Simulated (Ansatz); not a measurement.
Compressing BaGa2H2: a fit and a missing row

BaGa2H2, P-3m1, a = 4.484 Å, c = 4.784 Å. The structure is a COD entry; whether it is the stable form wasn't checked. Ansatz: PBEsol, PAW, 420 eV, Γ-centred 12×12×8 mesh on 5 atoms, Gaussian smearing 0.10 eV; no spin polarisation. Shape and atoms are relaxed at each volume; pressure is positive in compression.

| V (Å³/atom) | P (GPa) |
| --- | --- |
| 15.659 | ? |
| 16.159 | 1.40 |
| 16.659 | -0.04 |
| 17.158 | -1.27 |
| 17.658 | -2.33 |

Question: Take V0 = 16.659 Å³/atom, count pressures from its P0 = -0.04 GPa, fit the third-order Birch–Murnaghan form to the other rows, and predict the missing pressure.

Answer: With the Eulerian strain f = ½[(V0/V)^(2/3) − 1] and y = (P − P0)/[3f(1 + 2f)^(5/2)], the form is the line y = B0 + 1.5 B0 (B0′ − 4) f. Rows (f, y): 0.01026, 44.5; -0.00974, 44.2; -0.01904, 44.2. Means f = -0.006173, y = 44.300; Σ(Δf)² = 0.0004483, ΣΔfΔy = 0.004930; the slope is their ratio. y = 44.37 + 11.00 f GPa, so B0 = 44.4 GPa and B0′ = 4 + 2 × (11.00)/(3 × 44.37) = 4.17. At V = 15.659, f = 0.02107, y = 44.60 and P = 3.09 GPa. The run gave 3.05 GPa, so the fit is 0.04 GPa too high, a small miss on the scale of the series. The form still works here, 33 % of the fitted range beyond its end.

Cost: 5 runs of about 7.5 core-minutes in all, on Arm Neoverse V2 (shared hosts).